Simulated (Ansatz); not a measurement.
**HfO2: changing the choice of potentials or basis**

The cell as given:

Symmetry: Fm-3m, No. 225, cubic system. The conventional cell has a = 5.115 Å, b = 5.115 Å, c = 5.115 Å, α = 90.00°, β = 90.00°, γ = 90.00°. Around Hf (site symmetry m-3m) lie 8 O at 2.21 Å. O (site symmetry -43m) has 4 Hf at 2.21 Å as nearest neighbours.

Measurements of this composition are mostly on another form, of space group No. 14.

Kept alike: task relaxation of cell and atoms; functional PBEsol; k mesh 9 × 9 × 9; occupations fermi-dirac, width 0.05 eV; no spin polarisation. Program: Ansatz. Cutoffs run from 420 to 1796 eV. The mesh is that of the run's cell of 3 atoms. No spin-orbit coupling.

```csv
choice of potentials or basis,volume (Å³/atom)
Ansatz PAW (files of its older set among them) (made for PBE),10.696
Ansatz PAW (made for PBE),10.693
JTH PAW (made for PBE),10.579
PseudoDojo standard (PBEsol files),10.558
PseudoDojo stringent (PBEsol files),10.663
```

The relaxations keep at least the cell's symmetry (Fm-3m). Relaxations stop with a little pressure left, so the last digits of a volume or edge aren't settled. Ansatz's relaxations hold a Pulay term in the stress (up to 1.0 GPa here).

What does the choice of potentials or basis change here?

The volume runs from 10.558 (PseudoDojo standard (PBEsol files)) to 10.696 Å³/atom (Ansatz PAW (files of its older set among them) (made for PBE)).
